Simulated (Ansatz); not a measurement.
Two states of BaCrF6

```yaml
crystal:
  lattice:
    - [3.62171, 2.09099, 2.35154]
    - [-3.62171, 2.09099, 2.35154]
    - [0.00000, -4.18199, 2.35154]
  atoms:
    - { symbol: Ba, position: [0.50000, 0.50000, 0.50000] }
    - { symbol: F, position: [0.26000, 0.89700, 0.26000] }
    - { symbol: F, position: [0.26000, 0.26000, 0.89700] }
    - { symbol: F, position: [0.89700, 0.26000, 0.26000] }
    - { symbol: F, position: [0.74000, 0.10300, 0.74000] }
    - { symbol: F, position: [0.10300, 0.74000, 0.74000] }
    - { symbol: F, position: [0.74000, 0.74000, 0.10300] }
    - { symbol: Cr, position: [0.00000, 0.00000, 0.00000] }
```

Single point in Ansatz 0.2.0 with r2SCAN. Cutoff 500 eV, PAW datasets, 5×5×5 Γ-centred k mesh, fermi-dirac filling (width 0.022 eV).

State A: no moments (no spin polarisation). State B: Cr8 up (collinear spin).

Compare the two self-consistent states.

State B is lower by 206.0 meV an atom at zero smearing; in free energy at this smearing B lies -203.5 meV an atom from A.

```json
{"state": "A", "free energy (meV/atom)": "203.5", "largest moment in a small sphere (μB)": "0.00", "net moment (μB/cell)": "0.00", "gap on mesh (eV)": "metal", "pressure (GPa)": "3.3", "largest force (eV/Å)": "0.69"}
{"state": "B", "free energy (meV/atom)": "0.0", "largest moment in a small sphere (μB)": "1.59", "net moment (μB/cell)": "2.00", "gap on mesh (eV)": "0.51", "pressure (GPa)": "4.2", "largest force (eV/Å)": "0.85"}
```

Origin: a database entry at a rescaled volume. Caveats: the state breaks the symmetry of the cell; the Fermi level lies in a narrow band between gaps, which spin or distortion may split.
